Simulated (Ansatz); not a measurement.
SiGe (P4_2/mmc), relaxed with r²SCAN (Ansatz, a first-principles code, plane waves, PAW): a = 3.5914 Å, b = 3.5914 Å, c = 6.5927 Å, α = 90.00°, β = 90.00°, γ = 90.00°.

| Quantity | Value |
|---|---|
| ΔH_f (eV/atom) | 0.65 |
| B₀ by P(V) fit (GPa) | 66.0 |

### Question
The same phase is relaxed and computed with PBE in the same code. What are the cell and these values now?

### Answer
a = b = 3.6141 Å, c = 6.6982 Å, α = β = γ = 90.00°.

- ΔH_f (eV/atom): 0.56
- B₀ by P(V) fit (GPa): 55.9

Constructed cells (a structure type filled with these elements, in neither database checked): SiGe, P4_2/mmc (Ge on 2c, Si on 2e). All cells were relaxed under the symmetry of their starts (and spin orders); stability against distortions was not tested throughout. Scalar-relativistic: spin–orbit coupling is off unless named, which matters more the heavier the elements.

Potentials: the later of the program's two PAW sets.

Ansatz is a plane-wave DFT program.

Formation energies count from the lowest solids of the elements computed at the same level, not from gases.
